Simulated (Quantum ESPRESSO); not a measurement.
# GaMg2S3Cl: finding a planted mistake in a log

A calculation, not a measurement. The program is pw.x of Quantum ESPRESSO 7.5 (plane-wave density functional theory). The cell is made up: 7 atoms on a zincblende/diamond lattice with one site empty, with randomly drawn elements, strain and displacements, not relaxed. PseudoDojo standard norm-conserving files (v0.5 for PBE, v0.4.1 for LDA and PBEsol) set the functional; there is no spin polarisation, spin-orbit coupling or dispersion term, and the masses in the input are unused placeholders.

Intended input:

```
&control calculation='scf', pseudo_dir='./dojo.nc.sr.pbe.v0_5.standard.upf', outdir='./o', disk_io='medium', tprnfor=.true., tstress=.true. /
&system ibrav=0, nat=7, ntyp=4, nbnd=35, ecutwfc=84.00895049, nosym=.true., tot_charge=0,
 occupations='smearing', smearing='fd', degauss=0.0018374661
/
&electrons conv_thr=7.350e-09, electron_maxstep=60, /
ATOMIC_SPECIES
Cl 1.0 Cl.upf
Ga 1.0 Ga.upf
Mg 1.0 Mg.upf
S 1.0 S.upf
CELL_PARAMETERS angstrom
5.3119 0.003 -0.0224
0.003 5.4905 0.0716
-0.0224 0.0716 5.3504
ATOMIC_POSITIONS angstrom
Ga 0.0101 2.731 2.7053
Mg 2.6478 0.0022 2.6501
Mg 2.6228 2.7805 0.0564
S 1.3069 1.4178 1.3258
Cl 1.2989 4.1631 4.0985
S 3.996 1.403 4.0059
S 3.9598 4.0926 1.3733
K_POINTS automatic
4 4 4 1 1 1
```

The log is shortened where brackets say so; the opening notice, blank lines, dates and the lines on written files are dropped, and the path of the files is cut. It prints rydbergs, bohrs and kilobars, and counts compression as positive stress. Where no state is partly filled, the Fermi energy that it prints is only some level between the filled and the empty states on the mesh, and need not lie in the true gap.

Log of the intended run:

```
     Program PWSCF v.7.5
     Parallel version (MPI & OpenMP), running on       1 processor cores
     Number of MPI processes:                 1
     Threads/MPI process:                     1
     [start-up lines left out]
     bravais-lattice index     =            0
     lattice parameter (alat)  =      10.0381  a.u.
     unit-cell volume          =    1052.8367 (a.u.)^3
     number of atoms/cell      =            7
     number of atomic types    =            4
     number of electrons       =        58.00
     number of Kohn-Sham states=           35
     kinetic-energy cutoff     =      84.0090  Ry
     charge density cutoff     =     336.0358  Ry
     scf convergence threshold =      7.3E-09
     mixing beta               =       0.7000
     number of iterations used =            8  plain     mixing
     Exchange-correlation= PBE
                           (   1   4   3   4   0   0   0)
     [axes and pseudopotential details left out]
   Cartesian axes
     site n.     atom                  positions (alat units)
         1        Ga     tau(   1) = (   0.0019014   0.5141240   0.5092859  )
         2        Mg     tau(   2) = (   0.4984612   0.0004142   0.4988942  )
         3        Mg     tau(   3) = (   0.4937548   0.5234426   0.0106176  )
         4        S      tau(   4) = (   0.2460303   0.2669077   0.2495883  )
         5        Cl     tau(   5) = (   0.2445242   0.7837238   0.7715625  )
         6        S      tau(   6) = (   0.7522664   0.2641216   0.7541301  )
         7        S      tau(   7) = (   0.7454516   0.7704518   0.2585304  )
     number of k points=    32  Fermi-Dirac smearing, width (Ry)=  0.0018
                       cart. coord. in units 2pi/alat
        k(    1) = (   0.1254526   0.1192620   0.1230309), wk =   0.0625000
        k(    2) = (   0.1265013   0.1160241   0.3712819), wk =   0.0625000
     [further k points left out]
     Dense  grid:   109531 G-vectors     FFT dimensions: (  60,  64,  60)
     Estimated max dynamical RAM per process >     136.26 MB
     Initial potential from superposition of free atoms
     starting charge      57.9956, renormalised to      58.0000
     Starting wfcs are   35 randomized atomic wfcs
     total cpu time spent up to now is       10.5 secs
     per-process dynamical memory:    96.5 Mb
     Self-consistent Calculation
     iteration #  1     ecut=    84.01 Ry     beta= 0.70
     Davidson diagonalization with overlap
     ethr =  1.00E-02,  avg # of iterations =  5.3
     Threshold (ethr) on eigenvalues was too large:
     Diagonalizing with lowered threshold
     Davidson diagonalization with overlap
     ethr =  8.15E-04,  avg # of iterations =  1.0
     total cpu time spent up to now is       70.4 secs
     total energy              =    -489.71527341 Ry
     estimated scf accuracy    <       0.46207806 Ry
     iteration #  2     ecut=    84.01 Ry     beta= 0.70
     Davidson diagonalization with overlap
     ethr =  7.97E-04,  avg # of iterations =  3.9
     total cpu time spent up to now is       97.4 secs
     total energy              =    -489.82492540 Ry
     estimated scf accuracy    <       0.20898870 Ry
     [iterations 3 to 7 left out]
     iteration #  8     ecut=    84.01 Ry     beta= 0.70
     Davidson diagonalization with overlap
     ethr =  1.29E-09,  avg # of iterations =  2.3
     total cpu time spent up to now is      262.6 secs
     total energy              =    -489.87589724 Ry
     estimated scf accuracy    <       0.00000009 Ry
     iteration #  9     ecut=    84.01 Ry     beta= 0.70
     Davidson diagonalization with overlap
     ethr =  1.51E-10,  avg # of iterations =  2.0
     total cpu time spent up to now is      291.2 secs
     End of self-consistent calculation
     [lines on levels left out]
     the Fermi energy is     5.6240 ev
!    total energy              =    -489.87589726 Ry
     estimated scf accuracy    <          5.0E-09 Ry
     smearing contrib. (-TS)   =      -0.00000000 Ry
     internal energy E=F+TS    =    -489.87589726 Ry
     The total energy is F=E-TS. E is the sum of the following terms:
     one-electron contribution =    -314.29784627 Ry
     hartree contribution      =     173.30153028 Ry
     xc contribution           =    -101.76746870 Ry
     ewald contribution        =    -247.11211257 Ry
     convergence has been achieved in   9 iterations
     Forces acting on atoms (cartesian axes, Ry/au):
     atom    1 type  2   force =    -0.04811790   -0.04061802   -0.04001317
     atom    2 type  3   force =     0.02016242    0.02394955   -0.01149035
     atom    3 type  3   force =     0.04314318   -0.03802002   -0.00525595
     atom    4 type  4   force =    -0.05309045   -0.00447706    0.02462504
     atom    5 type  1   force =    -0.04296148    0.02309550   -0.00373757
     atom    6 type  4   force =     0.02628243    0.01900716    0.01644950
     atom    7 type  4   force =     0.05458179    0.01706288    0.01942251
     Total force =     0.144295     Total SCF correction =     0.000150
     Computing stress (Cartesian axis) and pressure
          total   stress  (Ry/bohr**3)                   (kbar)     P=       51.92
   0.00029268   0.00012175   0.00011235           43.06       17.91       16.53
   0.00012175   0.00037326  -0.00008954           17.91       54.91      -13.17
   0.00011235  -0.00008954   0.00039294           16.53      -13.17       57.80
     init_run     :      8.76s CPU     10.31s WALL (       1 calls)
     electrons    :    266.06s CPU    280.76s WALL (       1 calls)
     forces       :      4.93s CPU      5.02s WALL (       1 calls)
     stress       :     18.15s CPU     18.26s WALL (       1 calls)
     [timing details left out]
     PWSCF        :   4m58.29s CPU   5m15.21s WALL
     JOB DONE.
```

A second run was made from an input with one planted mistake. Its log:

```
     Program PWSCF v.7.5
     Parallel version (MPI & OpenMP), running on       1 processor cores
     Number of MPI processes:                 1
     Threads/MPI process:                     1
     [start-up lines left out]
     bravais-lattice index     =            0
     lattice parameter (alat)  =      10.0381  a.u.
     unit-cell volume          =    1052.8367 (a.u.)^3
     number of atoms/cell      =            7
     number of atomic types    =            4
     number of electrons       =        57.00
     number of Kohn-Sham states=           35
     kinetic-energy cutoff     =      84.0090  Ry
     charge density cutoff     =     336.0358  Ry
     scf convergence threshold =      7.3E-09
     mixing beta               =       0.7000
     number of iterations used =            8  plain     mixing
     Exchange-correlation= PBE
                           (   1   4   3   4   0   0   0)
     [axes and pseudopotential details left out]
   Cartesian axes
     site n.     atom                  positions (alat units)
         1        Ga     tau(   1) = (   0.0019014   0.5141240   0.5092859  )
         2        Mg     tau(   2) = (   0.4984612   0.0004142   0.4988942  )
         3        Mg     tau(   3) = (   0.4937548   0.5234426   0.0106176  )
         4        S      tau(   4) = (   0.2460303   0.2669077   0.2495883  )
         5        Cl     tau(   5) = (   0.2445242   0.7837238   0.7715625  )
         6        S      tau(   6) = (   0.7522664   0.2641216   0.7541301  )
         7        S      tau(   7) = (   0.7454516   0.7704518   0.2585304  )
     number of k points=    32  Fermi-Dirac smearing, width (Ry)=  0.0018
                       cart. coord. in units 2pi/alat
        k(    1) = (   0.1254526   0.1192620   0.1230309), wk =   0.0625000
        k(    2) = (   0.1265013   0.1160241   0.3712819), wk =   0.0625000
     [further k points left out]
     Dense  grid:   109531 G-vectors     FFT dimensions: (  60,  64,  60)
     Estimated max dynamical RAM per process >     136.26 MB
     Initial potential from superposition of free atoms
     starting charge      57.9956, renormalised to      57.0000
     Starting wfcs are   35 randomized atomic wfcs
     total cpu time spent up to now is        7.9 secs
     per-process dynamical memory:    96.5 Mb
     Self-consistent Calculation
     iteration #  1     ecut=    84.01 Ry     beta= 0.70
     Davidson diagonalization with overlap
     ethr =  1.00E-02,  avg # of iterations =  4.2
     Threshold (ethr) on eigenvalues was too large:
     Diagonalizing with lowered threshold
     Davidson diagonalization with overlap
     ethr =  5.93E-04,  avg # of iterations =  2.1
     total cpu time spent up to now is       53.1 secs
     total energy              =    -490.09726118 Ry
     estimated scf accuracy    <       0.34642885 Ry
     iteration #  2     ecut=    84.01 Ry     beta= 0.70
     Davidson diagonalization with overlap
     ethr =  6.08E-04,  avg # of iterations =  5.0
     total cpu time spent up to now is       76.7 secs
     total energy              =    -490.11013156 Ry
     estimated scf accuracy    <       0.20494142 Ry
     [iterations 3 to 9 left out]
     iteration # 10     ecut=    84.01 Ry     beta= 0.70
     Davidson diagonalization with overlap
     ethr =  5.77E-10,  avg # of iterations =  3.5
     total cpu time spent up to now is      273.5 secs
     total energy              =    -490.18274315 Ry
     estimated scf accuracy    <       0.00000003 Ry
     iteration # 11     ecut=    84.01 Ry     beta= 0.70
     Davidson diagonalization with overlap
     ethr =  5.11E-11,  avg # of iterations =  2.6
     total cpu time spent up to now is      294.1 secs
     End of self-consistent calculation
     [lines on levels left out]
     the Fermi energy is     3.8713 ev
!    total energy              =    -490.18274316 Ry
     estimated scf accuracy    <          1.9E-09 Ry
     smearing contrib. (-TS)   =      -0.00090359 Ry
     internal energy E=F+TS    =    -490.18183957 Ry
     The total energy is F=E-TS. E is the sum of the following terms:
     one-electron contribution =    -315.20333102 Ry
     hartree contribution      =     173.11313988 Ry
     xc contribution           =    -100.97953586 Ry
     ewald contribution        =    -247.11211257 Ry
     convergence has been achieved in  11 iterations
     Forces acting on atoms (cartesian axes, Ry/au):
     atom    1 type  2   force =    -0.02571331   -0.02106322   -0.02751255
     atom    2 type  3   force =     0.01010887    0.00615545   -0.00356397
     atom    3 type  3   force =     0.03420343   -0.02709863   -0.01910457
     atom    4 type  4   force =    -0.05282097   -0.00550043    0.02330970
     atom    5 type  1   force =    -0.04785301    0.01649022   -0.00990925
     atom    6 type  4   force =     0.02641894    0.02083938    0.01471215
     atom    7 type  4   force =     0.05565605    0.01017724    0.02206849
     Total force =     0.123872     Total SCF correction =     0.000131
     Computing stress (Cartesian axis) and pressure
          total   stress  (Ry/bohr**3)                   (kbar)     P=      -48.82
  -0.00038345   0.00005224   0.00000335          -56.41        7.69        0.49
   0.00005224  -0.00029571  -0.00001728            7.69      -43.50       -2.54
   0.00000335  -0.00001728  -0.00031639            0.49       -2.54      -46.54
     init_run     :      7.48s CPU      7.77s WALL (       1 calls)
     electrons    :    265.23s CPU    286.39s WALL (       1 calls)
     forces       :      2.80s CPU      2.85s WALL (       1 calls)
     stress       :     13.87s CPU     13.98s WALL (       1 calls)
     [timing details left out]
     PWSCF        :   4m49.53s CPU   5m11.67s WALL
     JOB DONE.
```

Question: what was wrong in the second input?

Answer: the cell has the wrong charge. The input lines that differ, file-writing options aside:

```
- &system ibrav=0, nat=7, ntyp=4, nbnd=35, ecutwfc=84.00895049, nosym=.true., tot_charge=0,
+ &system ibrav=0, nat=7, ntyp=4, nbnd=35, ecutwfc=84.00895049, nosym=.true., tot_charge=1,
```

|  | intended run | run with the mistake |
| --- | --- | --- |
| free energy (eV) | -6665.101 | -6669.276 |
| smearing term -TS (eV) | 0.0000 | -0.0123 |
| pressure (GPa) | 5.19 | -4.88 |
| largest force component (eV/Å) | 1.403 | 1.431 |
| largest change of a force component (eV/Å) |  | 0.576 |
| iterations | 9 | 11 |

For scale, a rerun of the intended cell at 1437 eV and a 6 x 6 x 6 mesh moved values by no more than 0.002 eV in energy, 0.02 GPa in stress and 0.004 eV/Å in force. The charged cell sits in a uniform background, so its energy and stress rest on the program's zero of potential.